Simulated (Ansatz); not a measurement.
**Be$_{3}$Ag: clamped-ion elastic tensor**

These are results of Ansatz 0.2.0, DFT PBEsol, scalar-relativistic, plane waves, PAW, not measurements. Cutoff 420 eV, 18×18×6 k-points (Γ-centred), Fermi-Dirac smearing of 0.15 eV. No spin polarisation.

The cell, relaxed at this level:
```xyz
4
Lattice="2.6080 0.0000 0.0000 -1.3040 2.2586 0.0000 0.0000 0.0000 7.5170" Properties=species:S:1:pos:R:3 pbc="T T T"
Be    0.0000    0.0000    3.7585
Be    1.3040    0.7529    2.0594
Be    1.3040    0.7529    5.4575
Ag    0.0000    0.0000    0.0000
```

The cell was built by swapping an element in a database structure (itself possibly hypothetical) and relaxing; it need not be the stable form of this composition. In a metal, frequencies and elastic constants depend on the k mesh and the smearing, soft modes and shear constants most.

Question: Give the clamped-ion elastic constants (GPa, Voigt order xx yy zz yz xz xy, on the axes of the cell above).

Answer:
C11 = 228.0, C12 = 100.5, C13 = 72.8, C22 = 228.0, C23 = 72.8, C33 = 205.7, C44 = 81.2, C55 = 81.2, C66 = 63.7 GPa; the others vanish.

Question: And the moduli of a polycrystal (Hill averages)?

Answer: B = 128 GPa, G = 72 GPa, E = 183 GPa, ν = 0.26.